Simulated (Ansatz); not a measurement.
Ga₂O₃:
```
Ga2O3
1.0
    6.12712     1.51948     0.00000
   -6.12712     1.51948     0.00000
   -1.38602     0.00000     5.64005
Ga O
4 6
Direct
  0.34129   0.65871   0.68554
  0.65871   0.34129   0.31446
  0.90948   0.09052   0.20519
  0.09052   0.90948   0.79481
  0.50375   0.49625   0.74380
  0.49625   0.50375   0.25620
  0.82667   0.17333   0.43648
  0.17333   0.82667   0.56352
  0.16420   0.83580   0.10913
  0.83580   0.16420   0.89087
```

Cartesian axes are those of the cell as given.

**Question.** Give the high-frequency dielectric tensor and the Born effective charge tensors of the independent atoms from DFPT, the program Ansatz at the r²SCAN level (PAW).

**Answer.** 
ε∞:
```
3.69  0.00  0.00
0.00  3.81  0.00
0.00  0.00  3.79
```
Z* of atom 1 (Ga), rows: field, columns: displacement, in e:
```
3.25  0.00  0.32
0.00  3.44  0.00
0.18  0.00  3.14
```
Z* of atom 3 (Ga), rows: field, columns: displacement, in e:
```
 2.74   0.00  -0.26
 0.00   2.89   0.00
-0.16   0.00   3.06
```
Z* of atom 5 (O), rows: field, columns: displacement, in e:
```
-2.27   0.00  -0.20
 0.00  -2.25   0.00
-0.22   0.00  -1.41
```
Z* of atom 7 (O), rows: field, columns: displacement, in e:
```
-2.25   0.00   0.20
 0.00  -1.97   0.00
 0.23   0.00  -2.29
```
Z* of atom 9 (O), rows: field, columns: displacement, in e:
```
-1.47   0.00  -0.06
 0.00  -2.11   0.00
-0.03   0.00  -2.49
```

Static charges for comparison (Bader): Ga1 +2.03, Ga3 +1.95, O5 -1.32, O7 -1.33, O9 -1.32 e. Born charges measure polarisation by displacement and can exceed these by far.

Space group C2/m. The cell was relaxed with r²SCAN under the symmetry of its start. Spin–orbit coupling is left out wherever it is not named.

Potentials: the earlier of the program's two PAW sets. The files were generated under PBE; for other functionals the program regenerates the frozen cores, and for LDA and PBEsol the local potential too.
